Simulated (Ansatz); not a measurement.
Input:

CuAu₃ (Cu3Au type, space group No. 221), a = b = c = 3.9369 Å, α = β = γ = 90.00°.

This is the LDA-relaxed structure.

Question: All from DFT-LDA in the program Ansatz with PAW potentials, unless another level is named. Predict the formation energy from the elements (no fitted shifts).

Answer: -0.019 eV/atom.

Question: Give the density of states at the Fermi level.

Answer: 0.24 states/eV per atom (mean over ±0.08 eV).

Space group Pm-3m (Cu3Au type). The first step of the workflow began from a Materials Project structure, measured or hypothetical; the Crystallography Open Database files this formula in space group No. 221, but the cells were not matched. Its standing as an ambient phase is unchecked. The LDA relaxation kept the symmetry of its start; of distortions, only those at the zone centre were tested. The run is not spin-polarised. The references are the lowest solids computed at this level, not always the standard phases. Spin–orbit coupling is left out wherever it is not named.

Potentials: the later of the program's two PAW sets.
